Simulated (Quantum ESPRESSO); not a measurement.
Band energies of PdSO$_{4}$

```
CELL_PARAMETERS angstrom
      3.74516    -3.18013     0.00000
      3.74516     3.18013     0.00000
     -1.44385     0.00000     7.64245
ATOMIC_POSITIONS crystal
  O  0.88402 0.77580 0.20954
  O  0.11598 0.22420 0.79046
  O  0.22420 0.11598 0.29046
  O  0.77580 0.88402 0.70954
  O  0.22316 0.80760 0.59489
  O  0.77684 0.19240 0.40511
  O  0.19240 0.77684 0.90511
  O  0.80760 0.22316 0.09489
  S  0.92576 0.07424 0.25000
  S  0.07424 0.92576 0.75000
  Pd 0.50000 0.00000 0.50000
  Pd 0.00000 0.50000 0.00000
```

PBEsol (pw.x of Quantum ESPRESSO, ONCV potentials, without SOC); path ΓYFLI,I1ZF1,YX1,XΓN,MΓ; energies in eV from the valence-band maximum.

| k (1/Å) | point | band 44 | band 45 | band 46 | band 47 | band 48 | band 49 | band 50 | band 51 |
|---|---|---|---|---|---|---|---|---|---|
| 0.00 | Γ | -0.83 | -0.69 | -0.57 | -0.13 | -0.11 | 1.19 | 1.56 | 4.09 |
| 0.21 |  | -0.82 | -0.66 | -0.57 | -0.16 | -0.13 | 1.14 | 1.52 | 4.36 |
| 0.43 |  | -0.70 | -0.58 | -0.53 | -0.30 | -0.11 | 1.05 | 1.47 | 5.06 |
| 0.64 |  | -0.69 | -0.51 | -0.49 | -0.47 | -0.04 | 0.96 | 1.50 | 5.85 |
| 0.85 | Y | -0.71 | -0.62 | -0.46 | -0.44 | 0.00 | 0.94 | 1.53 | 6.21 |
| 0.85 | F | -0.67 | -0.59 | -0.49 | -0.37 | -0.11 | 1.02 | 1.35 | 6.23 |
| 1.02 | L | -0.69 | -0.52 | -0.52 | -0.24 | -0.24 | 1.17 | 1.17 | 6.28 |
| 1.02 | I | -0.68 | -0.51 | -0.51 | -0.25 | -0.25 | 1.19 | 1.19 | 6.31 |
| 2.07 | I1 | -0.68 | -0.51 | -0.51 | -0.25 | -0.25 | 1.19 | 1.19 | 6.31 |
| 2.46 |  | -0.73 | -0.48 | -0.48 | -0.34 | -0.34 | 1.29 | 1.29 | 5.62 |
| 2.66 |  | -0.82 | -0.52 | -0.52 | -0.27 | -0.27 | 1.34 | 1.34 | 5.18 |
| 2.86 | Z | -0.87 | -0.54 | -0.54 | -0.23 | -0.23 | 1.35 | 1.35 | 5.01 |
| 3.26 |  | -0.61 | -0.58 | -0.42 | -0.29 | -0.22 | 1.15 | 1.31 | 5.63 |
| 3.46 |  | -0.68 | -0.53 | -0.46 | -0.34 | -0.16 | 1.07 | 1.30 | 6.09 |
| 3.65 | F1 | -0.67 | -0.59 | -0.49 | -0.37 | -0.11 | 1.02 | 1.35 | 6.23 |
| 3.65 | Y | -0.71 | -0.62 | -0.46 | -0.44 | 0.00 | 0.94 | 1.53 | 6.21 |
| 3.78 | X1 | -0.67 | -0.62 | -0.46 | -0.45 | -0.01 | 0.95 | 1.51 | 6.22 |
| 3.78 | X | -0.67 | -0.62 | -0.46 | -0.45 | -0.01 | 0.95 | 1.51 | 6.22 |
| 3.99 |  | -0.62 | -0.54 | -0.46 | -0.41 | -0.08 | 1.07 | 1.42 | 6.02 |
| 4.21 |  | -0.67 | -0.64 | -0.30 | -0.28 | -0.22 | 1.29 | 1.30 | 5.06 |
| 4.64 | Γ | -0.83 | -0.69 | -0.57 | -0.13 | -0.11 | 1.19 | 1.56 | 4.09 |
| 4.80 |  | -0.82 | -0.67 | -0.53 | -0.16 | -0.12 | 1.18 | 1.52 | 4.25 |
| 4.97 |  | -0.78 | -0.63 | -0.43 | -0.26 | -0.13 | 1.19 | 1.45 | 4.65 |
| 5.13 |  | -0.74 | -0.61 | -0.40 | -0.30 | -0.16 | 1.21 | 1.40 | 5.16 |
| 5.29 | N | -0.72 | -0.61 | -0.46 | -0.22 | -0.22 | 1.23 | 1.37 | 5.46 |
| 5.29 | M | -0.72 | -0.66 | -0.41 | -0.30 | -0.20 | 1.22 | 1.41 | 6.00 |
| 5.48 |  | -0.69 | -0.64 | -0.41 | -0.31 | -0.20 | 1.24 | 1.38 | 5.50 |
| 5.66 |  | -0.74 | -0.64 | -0.42 | -0.27 | -0.16 | 1.24 | 1.39 | 4.83 |
| 6.02 | Γ | -0.83 | -0.69 | -0.57 | -0.13 | -0.11 | 1.19 | 1.56 | 4.09 |

The PBEsol gap is direct, 0.94 eV at Y. Another valence and conduction extremum on the path lies within 0.02 eV, too close to call.

Spin-orbit splittings are left out.

Geometry of the Materials Project entry, not relaxed at this level.

The structure is a Materials Project entry; no match was found in the copy of COD used, and its stability was not checked.
